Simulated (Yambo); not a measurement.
Yambo run on RbHgF3 (cubic perovskite, space group Pm-3m, No. 221). The wavefunctions come from this Quantum ESPRESSO step (PBEsol, PseudoDojo standard norm-conserving files, fully relativistic):

```
&CONTROL
  calculation = 'nscf'
  pseudo_dir = './pseudo'
  outdir = './out'
/
&SYSTEM
  ibrav = 0
  nat = 5
  ntyp = 3
  ecutwfc = 84.0
  ecutrho = 336.0
  occupations = 'fixed'
  force_symmorphic = .true.
  nbnd = 289
  noncolin = .true.
  lspinorb = .true.
/
&ELECTRONS
  conv_thr = 5e-09
  diago_full_acc = .true.
  diago_thr_init = 1e-08
/
ATOMIC_SPECIES
F 18.9984 F.upf
Rb 85.4678 Rb.upf
Hg 200.5920 Hg.upf
CELL_PARAMETERS angstrom
  4.549220000000   0.000000000000   0.000000000000
  0.000000000000   4.549220000000   0.000000000000
  0.000000000000   0.000000000000   4.549220000000
ATOMIC_POSITIONS crystal
F   0.500000000000   0.000000000000   0.500000000000
F   0.000000000000   0.500000000000   0.500000000000
F   0.500000000000   0.500000000000   0.000000000000
Rb   0.000000000000   0.000000000000   0.000000000000
Hg   0.500000000000   0.500000000000   0.500000000000
K_POINTS automatic
2 2 2 0 0 0
```

Yambo input:

```
rim_cut
gw0
dyson
el_el_corr
HF_and_locXC
ppa
em1d
RandQpts= 1000000
RandGvec= 1 Ry
EXXRLvcs= 84 Ry
VXCRLvcs= 336 Ry
Chimod= "HARTREE"
% BndsRnXp
 9 | 286 |
%
NGsBlkXp= 7 Ry
% LongDrXp
 1.0 | 1.0 | 1.0 |
%
PPAPntXp= 27.2114 eV
% GbndRnge
 1 | 286 |
%
GTermKind= "BG"
DysSolver= "n"
ExtendOut
% QPkrange
 1 | 1 | 48 | 52 |
 2 | 2 | 50 | 51 |
 3 | 3 | 50 | 51 |
 4 | 4 | 50 | 51 |
%
```

k points by index: 1 = Γ, 2 = X, 3 = M, 4 = R.

Resulting energies as the program prints them:

```
#    K-point    Band    Eo [eV]    E [eV]    E-Eo [eV]    Vxc [eV]    Vnlxc [eV]    Sc|Eo [eV]    Sc|E [eV]    dSc/dw|Eo [eV]    Re(Z)    Im(Z)
#
    1    48    -2.505689    -3.996242    -1.490554    -21.71264    -29.35994    5.698208    6.156743    -8.366249    0.764813    -0.004993
    1    49    -2.505689    -3.996426    -1.490738    -21.71264    -29.36000    5.698327    6.156623    -8.361053    0.764926    -0.004829
    1    50    -2.505689    -3.996871    -1.491182    -21.71264    -29.36022    5.698179    6.156401    -8.357351    0.765007    -0.004719
    1    51    0.348921    1.259332    0.910411    -13.17473    -8.930271    -3.169340    -3.334044    -4.922475    0.846812    -0.948002E-3
    1    52    0.348921    1.259331    0.910411    -13.17473    -8.930271    -3.169340    -3.334044    -4.922475    0.846812    -0.948002E-3
    2    50    -1.870330    -3.106001    -1.235672    -21.72793    -27.37339    4.103713    4.409792    -6.739595    0.801488    -0.001268
    2    51    3.003171    4.140549    1.137378    -18.33784    -14.52086    -2.430967    -2.679602    -5.948164    0.820618    -0.001095
    3    50    -0.005405    -0.960201    -0.954797    -24.75277    -30.10534    4.160407    4.397777    -6.764064    0.800911    -0.001298
    3    51    4.184523    5.538368    1.353846    -18.48589    -13.88691    -2.931157    -3.245138    -6.310581    0.811747    -0.679090E-3
    4    50    0.000000    -0.965327    -0.965327    -24.75599    -30.16242    4.201867    4.441101    -6.742891    0.801411    -0.001203
    4    51    5.458983    7.037812    1.578828    -19.34488    -13.79424    -3.560493    -3.971813    -7.088535    0.793334    -0.001542
```
(The two width columns are left out.) Convergence of these settings isn't established.

Geometry of the Materials Project entry, not relaxed at this level.
